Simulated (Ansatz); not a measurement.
**Surface calculation: CsCl ZnAu (110), 1 layer**

The slab is cut from the CsCl crystal, which needn't be the stable phase, as relaxed on PAW files (16.18 Å³/atom), with 16 Å of vacuum and a dipole correction:

```yaml
crystal:
  lattice:
    - [3.18667, 0.00000, 0.00000]
    - [0.00000, 4.50664, 0.00000]
    - [0.00000, 0.00000, 16.00000]
  atoms:
    - { symbol: Zn, position: [0.75000, 0.25000, 0.50000] }
    - { symbol: Au, position: [0.25000, 0.75000, 0.50000] }
```

Computed with Ansatz 0.2.0; functional PBE, scalar-relativistic. Settings: a Γ-centred 10×7×1 k mesh, Fermi–Dirac smearing of 0.05 eV, no spin polarisation. Methods: LAPW: all electrons, basis error target 1 meV/atom; PAW: frozen-core files, cutoff 420 eV.

The bulk energy comes from a cell in the slab's orientation on a 10×7×7 mesh. The surface energy is (E(slab) − N·E(bulk))/2A at zero smearing, the mean of both faces; thin slabs carry quantum-size effects.

Spin–orbit coupling is left out, which matters for the heavy atoms.

Question: As cut, the LAPW slab lies 0.957 eV above 2 atoms of bulk. What surface energy is that?

Answer: Over two faces of 14.36 Å² it is 33.3 meV/Å², and times 16.02 J/m² per eV/Å² that gives γ = 0.534 J/m².

```csv
method,γ as cut (J/m²),Φ as cut (eV)
LAPW,0.534,4.04
PAW,0.534,4.04
```

Question: What changes if relativity is switched off, at the same positions?

Answer: LAPW then gives: no gap, work function 3.74 eV.

Question: What changes if the vacuum is set to 22 Å?

Answer: LAPW then gives: no gap, work function 4.04 eV; PAW: no gap, work function 4.04 eV.
